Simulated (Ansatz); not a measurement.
**Rocksalt alloy of MgO and CaO (10 of 32 Mg sites exchanged), 64 atoms**

Ansatz, PAW, plane waves. PBEsol relaxation of volume and atoms (shape held) at the single k point (¼, ¼, ¼) without its symmetry partners; single points on the relaxed atoms at the Γ point alone, onto which points of the small cell's zone fold. Arrangement: random. No spin–orbit coupling unless named.

Relaxed structure:

```
CELL_PARAMETERS angstrom
8.84523 0.00000 0.00000
0.00000 8.84523 0.00000
0.00000 0.00000 8.84523
ATOMIC_POSITIONS crystal
O 0.25152 0.99701 0.01216
O 0.25296 0.99971 0.48300
O 0.25173 0.50175 0.00373
O 0.26274 0.50007 0.49597
O 0.74967 0.98875 0.01245
O 0.74857 0.99916 0.48342
O 0.74932 0.51154 0.00410
O 0.73818 0.50140 0.49647
O 0.01195 0.23430 0.99962
O 0.00198 0.23512 0.50060
O 0.00316 0.76385 0.99979
O 0.00085 0.76438 0.50142
O 0.48979 0.23564 0.99924
O 0.49971 0.24279 0.49975
O 0.49827 0.76273 0.99949
O 0.50048 0.75683 0.50031
O 0.00098 0.99944 0.24870
O 0.00086 0.00025 0.74987
O 0.00126 0.50021 0.25097
O 0.00128 0.49997 0.74914
O 0.50059 0.99959 0.24980
O 0.50070 0.00024 0.74555
O 0.50026 0.50014 0.26020
O 0.50014 0.50020 0.73853
O 0.25083 0.25256 0.23725
O 0.25089 0.26329 0.76288
O 0.25083 0.74703 0.23647
O 0.25087 0.73689 0.76457
O 0.75112 0.25461 0.24741
O 0.75086 0.26536 0.75205
O 0.75064 0.74714 0.23782
O 0.75056 0.73731 0.76346
Mg 0.00477 0.99753 0.00617
Mg 0.00101 0.99957 0.49165
Mg 0.49714 0.99753 0.00710
Mg 0.50051 0.99953 0.49223
Mg 0.50035 0.50083 0.49849
Mg 0.25134 0.24637 0.00272
Mg 0.25149 0.75234 0.00269
Mg 0.74967 0.75181 0.00280
Mg 0.25160 0.99881 0.24564
Mg 0.25388 0.50038 0.24614
Mg 0.25364 0.50035 0.75482
Mg 0.74999 0.99572 0.24722
Mg 0.74696 0.50273 0.24926
Mg 0.74706 0.50225 0.75030
Mg 0.00413 0.24351 0.24591
Mg 0.00442 0.24936 0.75341
Mg 0.00119 0.75551 0.24229
Mg 0.00114 0.75048 0.75743
Mg 0.49766 0.24624 0.24992
Mg 0.49747 0.25200 0.74851
Mg 0.50008 0.75333 0.24633
Mg 0.50016 0.74828 0.75278
Ca 0.00198 0.50155 0.00058
Ca 0.00065 0.50010 0.49949
Ca 0.49923 0.50141 0.00025
Ca 0.25212 0.25001 0.49716
Ca 0.25199 0.74983 0.49750
Ca 0.75035 0.24705 0.00151
Ca 0.74936 0.24989 0.49772
Ca 0.74930 0.75023 0.49765
Ca 0.25111 0.99956 0.75334
Ca 0.75053 0.99785 0.75126
```

Q: What are the mean bond lengths by pair (pairs within 1.2 times the sum of covalent radii, less contacts 15 % beyond the pair's median; cation–cation pairs of compounds aside; long ionic contacts are cut short by that bound)?

A: Ca–O 2.267 ± 0.062 Å (standard deviation, 60 bonds); Mg–O 2.188 ± 0.059 Å (standard deviation, 132 bonds).

Q: What gap lies between the top filled and the lowest empty level in the single points?

A: HSE06 5.68 eV (21 s on NVIDIA H100).
